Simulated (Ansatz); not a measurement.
Relaxed-ion elastic tensor of B in space group Cmce (No. 64; B on 8f) in GPa (Voigt order), DFT-LDA in the program Ansatz with PAW potentials; density 2.92 g/cm³, 6.16 Å³ per atom.

|  | 1 | 2 | 3 | 4 | 5 | 6 |
|---|---|---|---|---|---|---|
| 1 | 690 | 75.9 | 101 | 0.0 | 0.0 | 0.0 |
| 2 | 75.9 | 777 | 1.1 | 0.0 | 0.0 | 0.0 |
| 3 | 101 | 1.1 | 707 | 0.0 | 0.0 | 0.0 |
| 4 | 0.0 | 0.0 | 0.0 | 268 | 0.0 | 0.0 |
| 5 | 0.0 | 0.0 | 0.0 | 0.0 | 382 | 0.0 |
| 6 | 0.0 | 0.0 | 0.0 | 0.0 | 0.0 | 264 |

Q: Is the crystal mechanically stable?

A: Yes: the smallest eigenvalue of C is 264 GPa.

Q: Work out the Voigt, Reuss and Hill averages.

A: K_V = 281, K_R = 281, K_H = 281; G_V = 316, G_R = 308, G_H = 312 GPa.

Q: Give Young's modulus, Poisson's ratio, Pugh's ratio and the universal anisotropy index.

A: E = 9KG/(3K + G) = 683 GPa; ν = 0.09; K/G = 0.90 (brittle by the Pugh limit of 1.75); A_U = 5G_V/G_R + K_V/K_R − 6 = 0.13.

Q: Estimate the sound speeds and the Debye temperature.

A: v_l = √((K + 4G/3)/ρ) = 15500 m/s, v_t = √(G/ρ) = 10300 m/s, mean 11300 m/s; Θ = (h/k)(3n/4πV)^(1/3) v_m = 1840 K.

Q: Solve the Christoffel equation for the three sound speeds along x, y, z.

A: Eigenvalues of C_ijkl n_j n_l equal ρv². In km/s, slowest first: x 9.51, 11.45, 15.39; y 9.51, 9.58, 16.33; z 9.58, 11.45, 15.58.

Q: How much does each axis shrink under pressure?

A: Linear compressibilities β_i = Σ_j S_ij (j = 1 to 3): x 1.1, y 1.2, z 1.3 per TPa.

A made-up cell: these elements were put on the sites of a structure type; neither database checked (COD, Materials Project) lists it. It is not the phase usual at ambient conditions (space group No. 166). The cell was relaxed with LDA under the symmetry of its start; of distortions, only those at the zone centre were tested. A crystal of weakly bound layers computed without a dispersion correction: the cell and the soft elastic constants depend strongly on that. As this level gives no gap, shear constants depend on the k-mesh and smearing (Fermi–Dirac, 0.1 eV here).

Potentials: the later of the program's two PAW sets.
